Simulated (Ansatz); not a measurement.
BN (4H polytype), relaxed with r2SCAN. Space group P6_3mc (No. 186), hexagonal; a = 2.548 Å, c = 8.375 Å in the conventional setting, 5.89 Å³ an atom. Around B lie 4 N at 1.56 Å; around B lie 4 N at 1.56–1.58 Å; around N lie 4 B at 1.56 Å; around N lie 4 B at 1.56–1.58 Å.

```cif
data_structure
_symmetry_space_group_name_H-M 'P6_3mc'
_symmetry_Int_Tables_number 186
_cell_length_a 2.5480
_cell_length_b 2.5480
_cell_length_c 8.3754
_cell_angle_alpha 90.000
_cell_angle_beta 90.000
_cell_angle_gamma 120.000
_cell_volume 47.09
loop_
_atom_site_label
_atom_site_type_symbol
_atom_site_symmetry_multiplicity
_atom_site_Wyckoff_symbol
_atom_site_fract_x
_atom_site_fract_y
_atom_site_fract_z
_atom_site_occupancy
B1 B 2 a 0.00000 0.00000 0.00039 1
B2 B 2 b 0.33333 0.66667 0.24969 1
N1 N 2 a 0.00000 0.00000 0.18699 1
N2 N 2 b 0.33333 0.66667 0.43793 1
```

The questions ask for values computed with Ansatz 0.2.0 on this geometry. Simulation only: spin-unpolarised, and no claim that this is the phase found in nature.

Given (12×12×4 mesh): r2SCAN gives an indirect gap of 6.08 eV, from Γ to M; the least direct gap is 8.19 eV at M.

(1) Estimate the gap with PBE on 12×12×4.

(2) What does HSE06 give for the gap (6×6×2 mesh)?

(3) How does the gap change from r2SCAN to PBE0 (6×6×2)?

(4) How strongly does the crystal screen a field with clamped ions (r2SCAN)?

(5) What do these levels agree on?

## Answers

(1) PBE gives an indirect gap of 5.53 eV, from Γ to M; the least direct gap is 7.57 eV at M. The gap differs by -0.55 eV from r2SCAN's.

(2) With HSE06 the valence top lies at Γ and the conduction bottom at M, 6.91 eV higher; the smallest vertical gap, at M, is 9.11 eV. The gap differs by +0.83 eV from r2SCAN's.

(3) PBE0 gives an indirect gap of 7.68 eV, from Γ to M; the least direct gap is 9.89 eV at M. The gap differs by +1.60 eV from r2SCAN's.

(4) ε∞: 4.44 along x and y, 4.53 along z. Born charges, averaged over directions: B +1.95 to +1.98, N -1.97 e. The program notes that the ground state's band table doesn't vouch for all the bands that the response reads.

(5) r2SCAN covers 40 % of the step from PBE to HSE06. Among these functionals the gap stays indirect.

The meshes of the hybrids are coarse, so their gaps aren't converged to the digits shown.
